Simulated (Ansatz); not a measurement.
A geometry of BaF₂ away from equilibrium: the start of the relaxation of a relaxed BaF2 cell deformed by the Cartesian strain tensor (xx, yy, zz, yz, xz, xy) = (-0.032, -0.097, 0.012, -0.048, 0.065, 0.134). All values below come from PBE (plane waves to 420 eV, PAW, scalar-relativistic; Ansatz, a program for electronic structure). Γ-centred k-mesh 8×7×6 on the run's cell (coarser than for final values), Fermi–Dirac smearing 0.05 eV.

```xyz
3
Lattice="0.6184 2.6718 3.0123 3.2246 0.2686 3.3620 3.4401 3.2371 0.0531" Properties=species:S:1:pos:R:3 pbc="T T T"
Ba     0.0000     0.0000     0.0000
F      1.8208     1.5444     1.6069
F      5.4624     4.6332     4.8206
```

Problem. Give the Cartesian forces on all atoms (eV/Å).

Solution. 
```csv
atom,Fx,Fy,Fz
Ba1,0.00,0.00,0.00
F2,1.83,-1.75,-2.65
F3,-1.83,1.75,2.65
```

Problem. What is the pressure?

Solution. +23.1 GPa, compression positive.

Problem. How far above the relaxed end point is this geometry?

Solution. 0.57 eV/atom; the path ends in Fm-3m (No. 225) (fluorite type).

No spin polarisation in the result.

The run could not lose the symmetry of its start.
